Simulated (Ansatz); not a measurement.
This run works on a generated trial structure, not on a known crystal.

Input and command of a plane-wave DFT calculation in Ansatz:

```yaml
crystal:
  lattice:
    - [4.90449434, 0.0, 0.0]
    - [0.0, 4.90449434, 0.0]
    - [0.0, 0.0, 4.97103129]
  atoms:
    - { symbol: Ba, position: [0.0, 0.0, 0.5] }
    - { symbol: Ga, position: [0.5, 0.0, 0.0] }
    - { symbol: Ga, position: [0.0, 0.5, 0.0] }
    - { symbol: S, position: [0.5, 0.0, 0.5] }
    - { symbol: S, position: [0.0, 0.5, 0.5] }
basis:
  ecutwfc: 420
kpoints:
  mp_grid: { grid: [3, 3, 3] }
hamiltonian:
  xc: pbe
scf:
  occupations: { method: gaussian, width: 0.15 }
  lower_state_search: "off"
output:
  forces: true
  stress: true
  eigenvalues: true
relax:
  adjacent_minimum: "off"
  f_tol: 0.08
  max_steps: 16
  cell: { stress_tol: 0.8 }
```

```bash
ansatz run input.yaml --threads 1 --pin off --max-ram 2560MiB --backend cpu --events-out ev --progress --plain --runs-dir out
```

Processor: Intel(R) Xeon(R) Processor @ 2.50GHz (Skylake/Cascade Lake), 1 thread, on a host shared with other jobs.

Estimate time, memory and problem size.

About 85 s, peak memory 0.47 GiB. It solves 29 bands at 6 k points (after reduction by symmetry) with about 3741 plane waves (on the last cell), in 80 SCF iterations over 10 ionic steps.
